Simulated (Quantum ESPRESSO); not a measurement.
# Where does C sit best among Si sites?

The results below are calculated, not measured. They come from pw.x of Quantum ESPRESSO 7.5, a plane-wave density functional program, with PseudoDojo standard norm-conserving files (v0.5 for PBE, v0.4.1 for LDA and PBEsol). The cells are made up: elements, strain and atom displacements were drawn at random, and nothing was relaxed. There is no spin polarisation, spin-orbit coupling or dispersion term.

The cell has 8 sites of a zincblende or diamond lattice. Sites 1 to 4 hold Ge Si Si Si; sites 5 to 8 hold X X X X. Cell vectors in Å: (5.694, 0.024, -0.046); (0.024, 5.664, -0.046); (-0.046, -0.046, 5.617). Settings: PBE, cutoff 1116 eV, 6 x 6 x 6 k mesh shifted by half a step, Fermi-Dirac smearing of 0.1 eV.

In each run one of the sites marked X holds C and the others hold Si; cell and positions stay the same. E is the free energy of the cell.

| site of the guest | first shell | mean distance (Å) | E above the lowest (eV) | P (GPa) | force on the guest (eV/Å) |
| --- | --- | --- | --- | --- | --- |
| 5 | GeSi3 | 2.483 | 1.027 | -9.55 | 0.633 |
| 6 | GeSi3 | 2.394 | 0.000 | -11.64 | 0.505 |
| 7 | GeSi3 | 2.505 | 1.102 | -9.30 | 0.483 |
| 8 | GeSi3 | 2.437 | 0.701 | -10.28 | 0.779 |

A rerun of one of these cells at 1347 eV and k mesh 8 x 8 x 8 moved values by no more than 0.002 eV in the cell's energy, 0.03 GPa in stress and 0.011 eV/Å in force.

## Reading the table

Site 6 is lowest, by 0.701 eV, over three times the rerun's bound. A straight line of energy against the mean distance has a slope of 9.8 ± 1.9 eV/Å, so the guest costs less on the tighter sites. The positions are random and not relaxed, so the differences hold for this frozen cell and are not site preferences of a real crystal.